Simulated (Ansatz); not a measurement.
Ansatz (an electronic-structure program) input:

Ansatz 0.2 input:
```yaml
crystal:
  lattice:
    - [8.090061997, 0.0, 0.0]
    - [0.0, 8.090061997, 0.0]
    - [0.0, 0.0, 8.090061997]
  atoms:
    - { symbol: In, position: [0.25, 0.0, 0.5] }
    - { symbol: In, position: [0.5, 0.25, 0.0] }
    - { symbol: In, position: [0.5, 0.75, 0.0] }
    - { symbol: In, position: [0.75, 0.0, 0.5] }
    - { symbol: In, position: [0.0, 0.5, 0.75] }
    - { symbol: In, position: [0.0, 0.5, 0.25] }
    - { symbol: Sb, position: [0.25, 0.5, 0.0] }
    - { symbol: Sb, position: [0.0, 0.25, 0.5] }
    - { symbol: Sb, position: [0.0, 0.75, 0.5] }
    - { symbol: Sb, position: [0.75, 0.5, 0.0] }
    - { symbol: Sb, position: [0.5, 0.0, 0.75] }
    - { symbol: Sb, position: [0.5, 0.0, 0.25] }
kpoints:
  mp_grid: { grid: [4, 4, 4] }
  band_path:
    path:
      - [[0.0, 0.0, 0.0], [0.0, 0.5, 0.0], [0.5, 0.5, 0.0], [0.0, 0.0, 0.0], [0.5, 0.5, 0.5], [0.0, 0.5, 0.0]]  # Γ-X-M-Γ-R-X
      - [[0.5, 0.5, 0.5], [0.5, 0.5, 0.0]]  # R-M
    npoints: 12
hamiltonian:
  xc: r2scan
  pseudopotentials: { azcp: { folder: ./paw }, kind: paw_fr }
magnetization: { noncollinear: true, spin_orbit: true }
scf:
  n_extra_bands: 24
  convergence: { dr2_threshold: 0.0000000001 }
  occupations: { method: gaussian, width: 0.05 }
output: { eigenvalues: true }
```

Output (shortened):

```
Pseudopotential: In, paw, valence charge 13
Pseudopotential: Sb, paw, valence charge 15
Functional definition: r2SCAN
non-collinear run that drives no moment, with spin-orbit …
Crystal: 12 atoms, lattice volume = 529.487 Å³
Basis set: ecut = 500 eV, 13397 PW (Γ), exchange–correlation on 240×240×240 points (64 copies of the dense FFT grid, shifted against one another)
Bands: 192, of which v1, the nominal top of the filled ones, is band 168 counted from 1 (167 counted from 0)
Symmetry: 48 space group operations + 48 with time reversal
k-points: 10 of 64
Projection manifold: j_resolved (fully-relativistic pseudo-atomic orbitals)
iter 1 solved again at ethr=1.29e-3 eV; its pass at ethr=3.10e-3 eV (dr2=2.17e0 eV) is discarded
SCF iter   1: F=—  HF=-72544.565410 eV  |F-HF|=—  |Δ(HF+E_count)|=         —  Δρ=2.10e-2  dr2=2.19e0  dr2_τ=1.34e-2  dr2_m=0.00e0 (ungated)  ethr=1.29e-3  |M|=0.00e0 ∫|m|=0.00e0 μB  |m|>n=0.0e0 m-floor=0.0e0 τ_xc=0.0e0  β_m=0.30  ⟨swp⟩=2.9  Hψ=5985  notcnv=0
preconditioner: auto → Resta (q_TF=auto, 2.253 Å⁻¹)
spin=Noncollinear: Resta preconditioning applied to the charge; magnetization (m_x, m_y, m_z) channels mix plain (no charge-response kernel on spin).
SCF iter   2: F=—  HF=-72544.810027 eV  |F-HF|=—  |Δ(HF+E_count)|=   2.45e-1  Δρ=1.58e-2  dr2=1.28e0  dr2_τ=2.64e-3  dr2_m=0.00e0 (ungated)  ethr=1.29e-3  |M|=0.00e0 ∫|m|=0.00e0 μB  |m|>n=0.0e0 m-floor=0.0e0 τ_xc=0.0e0  β_m=0.65  ⟨swp⟩=2.3  Hψ=1092  notcnv=0  defer=12
SCF iter   3: F=—  HF=-72544.892954 eV  |F-HF|=—  |Δ(HF+E_count)|=   8.29e-2  Δρ=1.37e-3  dr2=2.70e-2  dr2_τ=7.80e-5  dr2_m=0.00e0 (ungated)  ethr=7.60e-4  |M|=0.00e0 ∫|m|=0.00e0 μB  |m|>n=0.0e0 m-floor=0.0e0 τ_xc=0.0e0  β_m=0.75  ⟨swp⟩=3.2  Hψ=1502  notcnv=0  defer=32
SCF iter   4: F=—  HF=-72544.904156 eV  |F-HF|=—  |Δ(HF+E_count)|=   1.12e-2  Δρ=7.25e-4  dr2=7.72e-3  dr2_τ=5.41e-6  dr2_m=0.00e0 (ungated)  ethr=1.61e-5  |M|=0.00e0 ∫|m|=0.00e0 μB  |m|>n=0.0e0 m-floor=0.0e0 τ_xc=0.0e0  β_m=0.88  ⟨swp⟩=2.4  Hψ=1342  notcnv=0  defer=38
SCF iter   5: F=—  HF=-72544.909095 eV  |F-HF|=—  |Δ(HF+E_count)|=   4.94e-3  Δρ=2.30e-4  dr2=4.50e-4  dr2_τ=2.31e-6  dr2_m=0.00e0 (ungated)  ethr=4.59e-6  |M|=0.00e0 ∫|m|=0.00e0 μB  |m|>n=0.0e0 m-floor=0.0e0 τ_xc=0.0e0  β_m=0.94  ⟨swp⟩=2.0  Hψ=1184  notcnv=0  defer=38
SCF iter   6: F=—  HF=-72544.910121 eV  |F-HF|=—  |Δ(HF+E_count)|=   1.03e-3  Δρ=9.58e-5  dr2=7.79e-5  dr2_τ=2.55e-7  dr2_m=0.00e0 (ungated)  ethr=2.68e-7  |M|=0.00e0 ∫|m|=0.00e0 μB  |m|>n=0.0e0 m-floor=0.0e0 τ_xc=0.0e0  β_m=0.96  ⟨swp⟩=2.3  Hψ=1481  notcnv=0  defer=38
SCF iter   7: F=—  HF=-72544.910383 eV  |F-HF|=—  |Δ(HF+E_count)|=   2.61e-4  Δρ=2.48e-5  dr2=4.39e-6  dr2_τ=2.84e-8  dr2_m=0.00e0 (ungated)  ethr=4.64e-8  |M|=0.00e0 ∫|m|=0.00e0 μB  |m|>n=0.0e0 m-floor=0.0e0 τ_xc=0.0e0  β_m=0.97  ⟨swp⟩=2.8  Hψ=1510  notcnv=0  defer=38
SCF iter   8: F=—  HF=-72544.910319 eV  |F-HF|=—  |Δ(HF+E_count)|=   6.34e-5  Δρ=6.67e-6  dr2=3.59e-7  dr2_τ=8.38e-10  dr2_m=0.00e0 (ungated)  ethr=2.61e-9  |M|=0.00e0 ∫|m|=0.00e0 μB  |m|>n=0.0e0 m-floor=0.0e0 τ_xc=0.0e0  β_m=0.98  ⟨swp⟩=2.9  Hψ=1518  notcnv=0  defer=38
SCF iter  11: F=-72544.910324 eV  HF=-72544.910324 eV  |F-HF|=9.75e-10  |Δ(HF+E_count)|=   6.90e-9  Δρ=8.26e-8  dr2=5.46e-11  dr2_τ=1.81e-13  dr2_m=0.00e0 (ungated)  ethr=1.00e-12  |M|=0.00e0 ∫|m|=0.00e0 μB  |m|>n=0.0e0 m-floor=0.0e0 τ_xc=0.0e0  ⟨swp⟩=8.9  Hψ=3976  notcnv=0
SCF 1 converged in 11 iterations: F = -72544.910324 eV  dr2 = 5.46e-11
NSCF: frozen V_eff on 74 k-points
WARN: pass on a band path, mesh or list of k-points …
SCF converged after 11 iterations
Magnetization: |M| = 0.0000 μB,  M = (+0.0000, +0.0000, +0.0000) μB
Absolute magnetization: 0.0000 μB (∫|m|)
  site 0: m = (+0.0000, +0.0000, +0.0000) μB, |m| = 0.0000 μB  (R = 1.18 Å)
  site 1: m = (+0.0000, +0.0000, +0.0000) μB, |m| = 0.0000 μB  (R = 1.18 Å)
  site 2: m = (+0.0000, +0.0000, +0.0000) μB, |m| = 0.0000 μB  (R = 1.18 Å)
  site 3: m = (+0.0000, +0.0000, +0.0000) μB, |m| = 0.0000 μB  (R = 1.18 Å)
  site 4: m = (+0.0000, +0.0000, +0.0000) μB, |m| = 0.0000 μB  (R = 1.18 Å)
  site 5: m = (+0.0000, +0.0000, +0.0000) μB, |m| = 0.0000 μB  (R = 1.18 Å)
  site 6: m = (+0.0000, +0.0000, +0.0000) μB, |m| = 0.0000 μB  (R = 1.18 Å)
  site 7: m = (+0.0000, +0.0000, +0.0000) μB, |m| = 0.0000 μB  (R = 1.18 Å)
  site 8: m = (+0.0000, +0.0000, +0.0000) μB, |m| = 0.0000 μB  (R = 1.18 Å)
  site 9: m = (+0.0000, +0.0000, +0.0000) μB, |m| = 0.0000 μB  (R = 1.18 Å)
  site 10: m = (+0.0000, +0.0000, +0.0000) μB, |m| = 0.0000 μB  (R = 1.18 Å)
  site 11: m = (+0.0000, +0.0000, +0.0000) μB, |m| = 0.0000 μB  (R = 1.18 Å)
Free energy (F): -72544.910324 eV
Harris-Foulkes:  -72544.910324 eV  (|F-HF|=9.75e-10)
Internal energy: -72544.909425 eV  (E = F + TS)
E sigma→0 (E₀):  -72544.909874 eV
Entropy (-TS):   -0.000899 eV (-0.075 meV/atom)
Fermi energy:    4.778929 eV
--- Per-component energies (eV) ---
  E_band       = -2085.236915
  E_kinetic    = 2280.558512
  E_local      = -23519.779943  (includes V_loc(G=0)·N_el)
  E_nonlocal   = 4314.911739
  E_hartree    = 9929.691962
  E_xc         = -1326.546847
  E_vxc        = -1131.112358  (∫ρ·V_xc dr)
  E_paw        = -52706.909347  (= ΣΔE_a)
  E_vpaw       = -3963.166667  (= ΣTr[D̂ρ^β])
  E_aug_tail   = -0.000217  (compensation charges beyond the density's cutoff)
  E_vtau       = 73.968332  (kinetic-family band-sum trace: ∫τ·v_τ [+ j·A + Jᵃ·Aᵃ] dr)
  E_ewald      = -11525.796542
  E_core_change = 8.961258  (= ΣΔE_core)
  E_smearing   = -0.000899  (= −TS)
  E_closure    = 0.000000  (closes the sum)
  Σ components = -72544.910324   (vs F -72544.910324, Δ=0.00e0)
  [band-id]    e_kinetic+e_local+e_nonlocal+2·e_hartree+e_vxc+e_vpaw+e_augmentation_tail+e_vtau = -2085.236678   (vs E_band -2085.236915, Δ=2.38e-4)
--- Band table (eV; the first three rows and the last of 10) ---
  k-point 0: bands = ["-25.2582", "-25.2582", "-25.2579", "-25.2579", "-25.2579", "-25.2579", "-25.2552", "-25.2552", "-25.2549", "-25.2549", "-25.2549", "-25.2549", "-25.2436", "-25.2436", "-25.2435", "-25.2435", "-25.2435", "-25.2435", "-25.2432", …
  k-point 1: bands = ["-25.2581", "-25.2581", "-25.2579", "-25.2579", "-25.2575", "-25.2575", "-25.2555", "-25.2555", "-25.2550", "-25.2550", "-25.2549", "-25.2549", "-25.2436", "-25.2436", "-25.2435", "-25.2435", "-25.2434", "-25.2434", "-25.2432", …
  k-point 2: bands = ["-25.2580", "-25.2580", "-25.2580", "-25.2580", "-25.2565", "-25.2565", "-25.2565", "-25.2565", "-25.2550", "-25.2550", "-25.2550", "-25.2550", "-25.2435", "-25.2435", "-25.2435", "-25.2435", "-25.2433", "-25.2433", "-25.2433", …
  k-point 9: bands = ["-25.2568", "-25.2568", "-25.2568", "-25.2568", "-25.2563", "-25.2563", "-25.2563", "-25.2563", "-25.2563", "-25.2563", "-25.2563", "-25.2563", "-25.2434", "-25.2434", "-25.2434", "-25.2434", "-25.2433", "-25.2433", "-25.2433", …
```

Cost: about 40 core-minutes (a rough figure) on shared cores.

Space group Pm-3n. The start of the workflow was typed in or built on a structure type; neither database checked (COD, Materials Project) lists it. It is not the phase usual at ambient conditions (space group No. 216). The r²SCAN relaxation kept the symmetry of its start; whether a distortion lowers the energy is not shown. The volume moved by 32 % from the start of the relaxation.

Potentials: the earlier of the program's two PAW sets. The files were generated under PBE; for other functionals the program regenerates the frozen cores, and for LDA and PBEsol the local potential too.

Ansatz is a plane-wave DFT program.
